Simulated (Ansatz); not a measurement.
**Structure optimisation: gold, hcp**

These are results of DFT, r2SCAN, plane waves (500 eV) with PAW, scalar-relativistic (Ansatz 0.2.0), not measurements. (PAW data from PBE, frozen cores regenerated.)

k-point mesh 13×13×7, Fermi-Dirac smearing 0.1 eV, no spin polarisation. Cell and atoms relax.

Starting structure:

```xyz
2
Lattice="2.8837 0.0000 0.0000 -1.4419 2.4974 0.0000 0.0000 0.0000 4.7092" Properties=species:S:1:pos:R:3 pbc="T T T"
Au    0.0000    1.6649    1.1773
Au    1.4419    0.8325    3.5319
```

**Question.** What cell does the relaxation end in?

**Answer.** P6_3/mmc with a = 2.891 Å, c = 4.851 Å (c/a = 1.678); 17.56 Å³ per atom against 16.96 at the start (3.5 %).

**Question.** How much energy does the relaxation gain?

**Answer.** 13.0 meV per atom.
